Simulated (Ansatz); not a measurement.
# Pressure against volume: YbN

```yaml
crystal:
  lattice:
    - [0.00000, 2.58986, 2.58986]
    - [2.58986, 0.00000, 2.58986]
    - [2.58986, 2.58986, 0.00000]
  atoms:
    - { symbol: Yb, position: [0.00000, 0.00000, 0.00000] }
    - { symbol: N, position: [0.25000, 0.25000, 0.25000] }
```

The structure comes from a relaxation in the same program, started in the zincblende type, and has space group F-43m. Whether it is a known phase or the ground state wasn't checked.

Where the f shell is localised, expect the real compound to differ from this run without U.

No spin–orbit coupling, which matters for the heavy atoms here.

Levels of theory: DFT, PBE, all-electron LAPW, scalar-relativistic (Ansatz 0.2.0); DFT, PBE, PAW with Ansatz's default frozen-core files, scalar-relativistic (Ansatz 0.2.0).

For LAPW: a Γ-centred 11×11×11 k mesh, Fermi–Dirac smearing of 0.08 eV, basis error target 1 meV/atom, no spin polarisation. PAW takes a cutoff of 420 eV at this cell. The Ansatz runs share mesh, smearing and spin set-up. Plane-wave (PAW) pressures include the program's estimate of the Pulay term.

The cell above is scaled evenly, with fractional coordinates and shape held.

```
V/V(cell)  V (Å³/atom)  P, LAPW (GPa)  P, PAW (GPa)
   0.9405       16.338           6.94          6.90
   0.9800       17.024           2.11          2.08
   1.0000       17.371           0.01         -0.02
   1.0200       17.719          -1.87         -1.90
   1.0600       18.413              ?             ?
```

Fill in the row V/V(cell) = 1.0600.

P, LAPW (GPa) = -5.10, P, PAW (GPa) = -5.13.

What do Birch–Murnaghan fits to the pressures give?

LAPW: V0 = 17.37 Å³/atom, B0 = 99 GPa, B0′ = 4.2; PAW: V0 = 17.37 Å³/atom, B0 = 99 GPa, B0′ = 4.2.

PAW's V0 lies -0.03 % from the all-electron value and its B0 0.0 %. Symmetry fixes shape and coordinates here, so this is the relaxed modulus.
